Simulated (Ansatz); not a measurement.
GaTc:
```xyz
2
Lattice="2.8489 0.0000 0.0000 -1.4244 2.4672 0.0000 0.0000 0.0000 4.0994" Properties=species:S:1:pos:R:3 pbc="T T T"
Ga     1.4244     0.8224     2.0497
Tc     0.0000     1.6448     0.0000
```

Relaxed with r²SCAN. Special points in fractions of this cell's reciprocal vectors: Γ (0.000, 0.000, 0.000); M (0.500, 0.000, 0.000); K (0.333, 0.333, 0.000); A (0.000, 0.000, 0.500); L (0.500, 0.000, 0.500); H (0.333, 0.333, 0.500).

**Question.** List the band energies nearest the Fermi level at these points for r²SCAN (plane waves, PAW; program Ansatz).

**Answer.** In eV from the Fermi level; about four levels below and three above (degenerate sets whole), none deeper than 8.9 eV; points with the same levels are listed once.

```csv
k,below,above
Γ,-4.26 -1.33 -1.33 -1.21,0.84 0.84 6.63
M,-6.12 -4.42 -4.04 -3.40,0.11 2.62 4.06
K,-3.83 -3.19 -3.07 -1.94,1.25 1.44 3.92
A,-6.77 -2.36 -1.20 -1.20,0.63 0.63 11.34
L,-4.57 -3.28 -0.67 -0.55,0.61 2.63 3.56
H,-2.86 -1.77 -0.77 -0.12,4.25 4.47 5.99
```

Space group P-6m2. The first step of the workflow began from a Materials Project structure, measured or hypothetical; the Crystallography Open Database copy checked does not list it. With Ga and Tc taken as one species the cell has the higher symmetry P6_3/mmc, so it may be an ordered model of a mixed-site phase. Its standing as an ambient phase is unchecked. Symmetry was held in the r²SCAN relaxation; its stability against distortions is not shown here. The run is not spin-polarised. Scalar-relativistic: spin–orbit coupling is off unless named, which matters more the heavier the elements.

Potentials: the later of the program's two PAW sets.
